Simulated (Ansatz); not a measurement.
**Calculated quadrupolar parameters for Na₂AlZnF₇**

The cell is a COD entry, its atoms then relaxed with PBE in this cell.

Space group Imma (No. 74); a = 7.0920, b = 10.0920, c = 7.3370 Å.

```csv
site,Wyckoff,site symmetry,x,y,z
Na1,4d,.2/m.,0.2500,0.2500,0.7500
Na3,4a,2/m..,0.0000,0.0000,0.0000
Al,4b,2/m..,0.0000,0.0000,0.5000
Zn,4c,.2/m.,0.2500,0.2500,0.2500
F9,16j,1,0.1873,0.3877,0.4383
F17,4e,mm2,0.0000,0.2500,0.1207
F19,8h,m..,0.5000,0.9165,0.2239
```

One atom of each set is listed; the run and its k-mesh use a cell of 22 atoms with edges of 7.18, 7.18, 7.18 Å.

Computed with Ansatz: DFT, PBE, plane waves and PAW, scalar-relativistic, 420 eV cutoff, Γ-centred 4×4×4 k-points, Fermi–Dirac smearing 0.02 eV.

C_Q = eQV_zz/h, which is 24.18 MHz for Q = 1 b and V_zz = 10²¹ V/m²; η = (V_xx − V_yy)/V_zz.

²³Na: I = 3/2, Q = 104.0 mb; Al-27: I = 5/2, Q = 146.6 mb; 67Zn: I = 5/2, Q = 122.0 mb. Quadrupole moments are those of Pyykkö's year-2017 table.

```csv
site,atoms,first shell,V_zz (10²¹ V/m²),η,C_Q (MHz)
Na1,2,8 F at 2.45–2.71 Å,0.85,0.07,2.14
Na3,2,8 F at 2.19–2.67 Å,-1.56,0.27,-3.92
Al,2,6 F at 1.80–1.85 Å,0.69,0.34,2.46
Zn,2,6 F at 2.01 Å,-2.28,0.24,-6.73
F9,8,"1 Al at 1.80 Å, 1 Zn at 2.01 Å, angle 140°; also 2 Na at 2.53–2.71 Å",7.83,0.46,–
F17,2,"2 Zn at 2.01 Å, angle 124°; also 4 Na at 2.67–3.25 Å",5.53,0.84,–
F19,4,"1 Al at 1.85 Å, 1 Na at 2.19 Å; also 2 Na at 2.45 Å",6.53,0.07,–
```

At F9 V_zz runs parallel to the line that joins its two neighbours (within 6°). At F19 V_zz points along the shorter of its two bonds, to Al (within 7°).

F has no stable isotope with a ground-state quadrupole moment in the table, so no C_Q is given.
